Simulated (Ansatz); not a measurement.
**MnPt₃: do energies and stresses tell the same story?**

Computed with DFT PBEsol, scalar-relativistic, plane waves, PAW in Ansatz.

Settings: cutoff 420 eV, Γ-centred mesh 12×12×12 on the computed 4-atom cell, Gaussian smearing of 0.10 eV; collinear spin from starting moments 4.07 0.17 0.17 0.17 μB.

Relaxed cell: Pm-3m, a = 3.873 Å, b = 3.873 Å, c = 3.873 Å, α = 90.00°, β = 90.00°, γ = 90.00°, 4 atoms in the primitive cell. Whether it is the stable form of this composition wasn't checked.

Energies at zero smearing and pressures from the stress tensor, at volumes with shape and atoms relaxed:
```tsv
V (Å³/atom)	E − E(first) (meV/atom)	P (GPa)
12.782	0.00	44.62
13.217	-101.15	30.21
13.653	-166.64	18.28
14.089	-202.46	8.32
14.525	-213.44	0.02
14.960	-203.74	-6.89
15.396	-176.87	-12.59
15.977	-119.55	-18.60
```

Check P = −dE/dV between neighbouring volumes, and get the bulk modulus from the pressures alone.

With 1 eV/Å³ = 160.2 GPa:
```
middle V (Å³/atom)  −ΔE/ΔV (GPa) mean P (GPa)
            13.000        37.192        37.419
            13.435        24.079        24.248
            13.871        13.171        13.302
            14.307         4.037         4.168
            14.743        -3.566        -3.438
            15.178        -9.879        -9.742
            15.687       -15.808       -15.595
```

The two differ by 0.23 GPa at most. The mean of two end pressures misses the average over a step by about ΔV² P″/12, up to 0.22 GPa here; with that taken off 0.06 GPa remains. The stress is the derivative of the free energy, not of the energy at zero smearing, and with free energies 0.01 GPa remains. The largest site moment goes from 3.42 to 3.87 μB along the series, which bends P(V). Around V = 14.525 Å³/atom, the two neighbours give B = −V ΔP/ΔV = 14.525 × 15.21 / 0.871 = 253.5 GPa, against B0 = 251.7 GPa from the Birch–Murnaghan fit of the energies.

Spin-orbit coupling is left out, which matters for the bands of heavy elements. Only parallel moments were tried here.

Only this magnetic start was tried.